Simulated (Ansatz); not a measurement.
Relaxed-ion elastic tensor of C in space group I4/mmm (No. 139; C on 8h) in GPa (Voigt order), the program Ansatz at the r²SCAN level (PAW); density 3.35 g/cm³, 5.96 Å³ per atom.

```
      1     2     3    4    5    6
-  ----  ----  ----  ---  ---  ---
1   970   177  53.2  0.0  0.0  0.0
2   177   970  53.2  0.0  0.0  0.0
3  53.2  53.2  1250  0.0  0.0  0.0
4   0.0   0.0   0.0  472  0.0  0.0
5   0.0   0.0   0.0  0.0  472  0.0
6   0.0   0.0   0.0  0.0  0.0  337
```

Is the crystal mechanically stable?

Yes: the smallest eigenvalue of C is 337 GPa.

Work out the Voigt, Reuss and Hill averages.

K_V = 417, K_R = 415, K_H = 416; G_V = 450, G_R = 436, G_H = 443 GPa.

Give Young's modulus, Poisson's ratio, Pugh's ratio and the universal anisotropy index.

E = 9KG/(3K + G) = 980 GPa; ν = 0.11; K/G = 0.94 (brittle by the Pugh limit of 1.75); A_U = 5G_V/G_R + K_V/K_R − 6 = 0.17.

Estimate the sound speeds and the Debye temperature.

v_l = √((K + 4G/3)/ρ) = 17300 m/s, v_t = √(G/ρ) = 11500 m/s, mean 12600 m/s; Θ = (h/k)(3n/4πV)^(1/3) v_m = 2070 K.

How much does each axis shrink under pressure?

Linear compressibilities β_i = Σ_j S_ij (j = 1 to 3): x 0.84, y 0.84, z 0.73 per TPa.

The start of the workflow was typed in or built on a structure type; the Crystallography Open Database copy checked does not list it. It is not the phase usual at ambient conditions (space group No. 194, 227). Symmetry was held in the r²SCAN relaxation; its stability against distortions is not shown here.

Potentials: the earlier of the program's two PAW sets.
